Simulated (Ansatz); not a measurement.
Relaxed-ion elastic tensor of Cs2NbF6 in space group P-3m1 (No. 164; Cs on 2d, Nb on 1a, F on 6i) in GPa (Voigt order), the program Ansatz at the PBEsol level (PAW); density 4.58 g/cm³, 19.02 Å³ per atom.

```csv
,1,2,3,4,5,6
1,39.4,19.9,15.9,2.4,0.0,0.0
2,19.9,39.4,15.9,-2.4,0.0,0.0
3,15.9,15.9,30.5,0.0,0.0,0.0
4,2.4,-2.4,0.0,11.5,0.0,0.0
5,0.0,0.0,0.0,0.0,11.5,2.4
6,0.0,0.0,0.0,0.0,2.4,9.8
```

Q: Is the crystal mechanically stable?

A: Yes: the smallest eigenvalue of C is 8.1 GPa.

Q: Work out the Voigt, Reuss and Hill averages.

A: K_V = 23.6, K_R = 23.0, K_H = 23.3; G_V = 10.4, G_R = 9.8, G_H = 10.1 GPa.

Q: Give Young's modulus, Poisson's ratio, Pugh's ratio and the universal anisotropy index.

A: E = 9KG/(3K + G) = 26.5 GPa; ν = 0.31; K/G = 2.31 (ductile by the Pugh limit of 1.75); A_U = 5G_V/G_R + K_V/K_R − 6 = 0.31.

Q: Estimate the sound speeds and the Debye temperature.

A: v_l = √((K + 4G/3)/ρ) = 2830 m/s, v_t = √(G/ρ) = 1480 m/s, mean 1660 m/s; Θ = (h/k)(3n/4πV)^(1/3) v_m = 185 K.

Q: Solve the Christoffel equation for the three sound speeds along x, y, z.

A: Eigenvalues of C_ijkl n_j n_l equal ρv². In km/s, slowest first: x 1.33, 1.69, 2.93; y 1.46, 1.57, 2.94; z 1.58, 1.58, 2.58.

Q: How much does each axis shrink under pressure?

A: Linear compressibilities β_i = Σ_j S_ij (j = 1 to 3): x 11, y 11, z 21 per TPa.

The workflow started from a Materials Project entry (that database holds measured and hypothetical structures alike); the Crystallography Open Database files this formula in space group No. 164, but the cells were not matched. Whether it is the stable phase at ambient conditions was not checked. The cell was relaxed with PBEsol under the symmetry of its start; whether a distortion lowers the energy is not shown. Magnetic state: ferromagnetic, chosen from 4 collinear starts compared on coarse meshes (ties went to the first, and starts can fall back to one state), not a proven ground state. No Hubbard U is applied. Spin–orbit coupling is left out wherever it is not named.

Potentials: the later of the program's two PAW sets.
